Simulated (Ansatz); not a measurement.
I: 127I nuclear quadrupole resonance

Cell: an entry of the Crystallography Open Database (COD), taken as it stands.

```
CELL_PARAMETERS angstrom
3.62750 -2.39750 0.00000
3.62750 2.39750 0.00000
0.00000 0.00000 9.78000
ATOMIC_POSITIONS crystal
I 0.85000 0.15000 0.11700
I 0.65000 0.35000 0.61700
I 0.15000 0.85000 0.88300
I 0.35000 0.65000 0.38300
```

Atom numbers follow the list; atoms alike are taken as one site, whose name carries the number of the first.

Method: Kohn–Sham DFT in Ansatz, PBE, plane waves and PAW, scalar-relativistic, 420 eV cutoff, Γ-centred 8×8×4 k-points, Fermi–Dirac smearing 0.05 eV.

127I: I = 5/2, Q = -688.2 mb (year-2017 value). Static lattice, zero field.

Task: At which frequencies do the 127I NQR lines lie?

Result: For I = 5/2 and η = 0 the lines are 3|C_Q|/20 and twice that; η pulls their ratio below 2.

```json
{"site": "I", "atoms": "1, 2, 3, 4", "V_zz (10²¹ V/m²)": "121.0", "C_Q (MHz)": "-2013", "η": "0.28", "line frequencies (MHz)": "326.4, 595.1"}
```

The structure holds I–I bonds (2.70 Å). At I V_zz points along its bond to I (within 1°).

The largest force is 0.6 eV/Å, so the atoms aren't at the calculated equilibrium and relaxing them would move these values. Without spin–orbit coupling the gradients at and beside I can be off by some per cent, at some sites by more.
